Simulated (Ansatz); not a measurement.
AgF built on the wurtzite prototype, relaxed with r2SCAN, was run in the PAW code Ansatz under altered settings. All numbers are computed, without spin polarisation but where a row says otherwise.

```xyz
4
Lattice="3.0859 0.0000 0.0000 -1.5430 2.6725 0.0000 0.0000 0.0000 7.4439" Properties=species:S:1:pos:R:3 pbc="T T T"
Ag    0.0000    1.7817    0.3217
Ag    1.5430    0.8908    4.0437
F     0.0000    1.7817    2.4697
F     1.5430    0.8908    6.1917
```

The base run's other keys:
```yaml
kpoints:
  mp_grid: { grid: [6, 6, 2] }
hamiltonian:
  xc: r2scan
scf:
  occupations: { method: fixed }
  n_extra_bands: 5
```

It takes 8 iterations with 1587 plane waves at 500 eV and 14 k points, and leaves a mean stress of +0.02 GPa. The gap over this mesh is 0.745 eV. It ran on 4 threads of AMD EPYC 7R43 64-Core Processor (Zen 3), with other jobs on the host.

Outcomes, with energy and stress as changes against the base:
```csv
setting,outcome,ΔF (meV/atom),Δ mean stress (GPa),gap on the mesh (eV),iterations,wall time
basis.xc_grid: 1,"converged, warned",+0.1,-0.01,0.745,8,1.4 s
scf.occupations: methfessel_paxton 0.5,converged,+10.1,-0.17,0.746,7,1.6 s
scf.mixing.ndim: 1,converged,0.0,0.00,0.745,22,2.9 s
scf.occupations: methfessel_paxton 0.2,"converged, warned",0.0,0.00,0.745,8,1.5 s
scf.occupations: cold 0.2,converged,0.0,0.00,0.745,11,2.2 s
hamiltonian.dispersion: d3bj,"converged, warned",-112,-1.19,0.745,8,1.7 s
basis.ecutwfc: 300,"converged, warned",+362,+0.20,0.746,8,1.1 s
scf.mixing.beta: 1.0,converged,0.0,0.00,0.745,7,1.6 s
"kpoints.mp_grid.grid: [5, 5, 5]",converged,-0.2,0.00,0.733,8,1.8 s
scf.occupations: gaussian 0.05,converged,0.0,0.00,0.745,8,1.5 s
hamiltonian.dispersion: rvv10,converged,–,-1.57,0.709,8,2.9 s
scf.occupations: gaussian 0.5,converged,-1.5,0.00,0.748,8,1.4 s
accuracy: high,converged,0.0,0.00,0.745,10,1.9 s
hamiltonian.xc: scan,refused,–,–,–,–,0.03 s
```
A dash marks a value that wasn't obtained or can't be compared. Stress is positive in compression. The base took 1.7 s.

- basis.xc_grid: 1. Energy, stress and gap stay within 1 meV an atom, 0.1 GPa and 0.005 eV of the base. The result hardly depends on this setting here. Warned: net force over tolerance.
- scf.occupations: methfessel_paxton 0.5. The free energy moves by +10.1 meV an atom, the mean stress by -0.17 GPa and the gap on the mesh by +0.001 eV (to 0.746). The term −TS is +21 meV an atom, of a sign that arises since this scheme's broadening is partly negative. A width of 0.5 eV moves electrons across a gap of 0.75 eV: this is no longer the ground state.
- scf.occupations: methfessel_paxton 0.2. Energy, stress and gap stay within 1 meV an atom, 0.1 GPa and 0.005 eV of the base. The term −TS is +0.2 meV an atom, of a sign that arises since this scheme's broadening is partly negative. Warned: smearing energy in gap.
- hamiltonian.dispersion: d3bj. The free energy moves by -112 meV an atom, the mean stress by -1.19 GPa and the gap on the mesh by 0.000 eV (to 0.745). A pairwise correction adds to energy, forces and stress and leaves the bands alone. Warned: dispersion damping borrowed.
- basis.ecutwfc: 300. 759 plane waves in place of 1587. The free energy moves by +362 meV an atom, the mean stress by +0.20 GPa and the gap on the mesh by 0.000 eV (to 0.746). The basis is too small: these are errors of the cutoff. Warned: cutoff below recommended.
- hamiltonian.dispersion: rvv10. The mean stress moves by -1.57 GPa and the gap on the mesh by -0.037 eV (to 0.709).
- hamiltonian.xc: scan. It is rejected at once. Error: YAML parse error: line 14 column 7: hamiltonian.xc: unknown variant `scan`, expected one of […]

Within 1 meV an atom, 0.1 GPa and 0.005 eV of the base stay: basis.xc_grid: 1; scf.mixing.ndim: 1; scf.occupations: methfessel_paxton 0.2; scf.occupations: cold 0.2; scf.mixing.beta: 1.0; scf.occupations: gaussian 0.05; accuracy: high.

Spin-orbit coupling is left out.
